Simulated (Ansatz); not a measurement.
SiC₄:
Space group Pn-3m, origin choice 1 (No. 224); a = 5.598 Å, b = 5.598 Å, c = 5.598 Å, α = 90.00°, β = 90.00°, γ = 90.00°

```tsv
atom	site	symmetry	x	y	z
Si	2a	-43m	0.0000	0.0000	0.0000
C	8e	.3m	0.1873	0.1873	0.1873
```

Relaxed with r²SCAN. Independent-particle spectrum: no excitons, no local fields, no scissors shift; 0.1 eV broadening; ε₁ of the summed bands alone.

### Question
Tabulate the dielectric function from the program Ansatz at the r²SCAN level (PAW).

### Answer


```tsv
E (eV)	ε₁ xx	ε₂ xx
0.0	3.68	0.00
0.4	3.69	0.00
0.8	3.73	0.00
1.2	3.79	0.00
1.6	3.89	0.00
2.0	4.02	0.00
2.4	4.22	0.00
2.8	4.49	0.00
3.2	4.92	0.00
3.6	5.64	0.00
4.0	7.34	0.02
4.4	11.02	3.26
4.8	1.01	12.38
5.2	1.49	5.22
5.6	1.03	4.67
6.0	-0.37	4.27
6.4	-0.88	2.21
6.8	0.34	1.42
7.2	0.94	1.21
7.6	1.33	0.98
8.0	1.76	1.71
8.4	1.25	2.19
8.8	1.23	1.39
9.2	1.14	1.47
9.6	1.52	1.09
10.0	2.01	1.48
10.4	1.76	1.99
10.8	1.73	2.67
11.2	0.96	2.51
11.6	0.71	1.69
12.0	1.03	1.55
```

### Question
From ε at 6.0 eV (xx: -0.37 + 4.27i), find n, k, the normal reflectivity and the absorption coefficient.

### Answer
n = 1.40, k = 1.526, R = 31 %, α = 2kE/ħc = 930000 cm⁻¹.

With all bands, ε∞ without local fields is 3.77.

The start of the workflow was typed in or built on a structure type; neither database checked (COD, Materials Project) lists it. Whether it is the stable phase at ambient conditions was not checked. The cell was relaxed with r²SCAN under the symmetry of its start; whether a distortion lowers the energy is not shown. Its formation energy is positive at this level, so the cell may be metastable or incomplete.

Potentials: the earlier of the program's two PAW sets.
